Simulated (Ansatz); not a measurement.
Relaxed ZnS (wurtzite):

```
ZnS
1.0
    7.69021     0.00000     0.00000
   -1.92255     3.32996     0.00000
    3.84511     0.00000     6.30566
Zn S
4 4
Direct
  0.83341   0.33333   0.99985
  0.33341   0.33333   0.99985
  0.91674   0.66667   0.49985
  0.41674   0.66667   0.49985
  0.02066   0.33333   0.62535
  0.52066   0.33333   0.62535
  0.10399   0.66667   0.12535
  0.60399   0.66667   0.12535
```

The atoms are displaced by Q × the pattern below (from a DFPT mode at L = (0.5, 0.0, 0.5), largest move 1; Q in Å), at fixed cell. It is one choice among 2 degenerate patterns. (q is in reciprocal vectors of the primitive cell; the cell shown is doubled to hold the pattern.)

```tsv
atom	x	y	z
Zn1	0.008	0.004	-0.293
Zn2	-0.008	-0.004	0.293
Zn3	-0.133	-0.077	-0.174
Zn4	0.133	0.077	0.174
S5	0.213	0.123	0.969
S6	-0.213	-0.123	-0.969
S7	0.357	0.206	0.203
S8	-0.357	-0.206	-0.203
```

Calculation: PBE (plane waves to 420 eV, PAW, scalar-relativistic; Ansatz, a first-principles code). k mesh 10×10×10 (Γ-centred), Fermi-Dirac smearing 0.05 eV. E stands for the smeared free energy. ZnS was relaxed with its symmetry unable to fall. The zero of ΔE is the undisplaced structure.

### Question
What ΔE (eV/cell) does the calculation give at Q (Å) = -0.150, -0.090, -0.030, 0.030, 0.090, 0.180?

### Answer
```json
[
 {"Q (Å)": "-0.150", "ΔE (eV/cell)": "0.337"},
 {"Q (Å)": "-0.090", "ΔE (eV/cell)": "0.120"},
 {"Q (Å)": "-0.030", "ΔE (eV/cell)": "0.013"},
 {"Q (Å)": "0.030", "ΔE (eV/cell)": "0.013"},
 {"Q (Å)": "0.090", "ΔE (eV/cell)": "0.120"},
 {"Q (Å)": "0.180", "ΔE (eV/cell)": "0.491"}
]
```

(For displaced atoms, the force is minus the slope of the energy, and its curvature is a force constant, which sets phonon frequencies.)
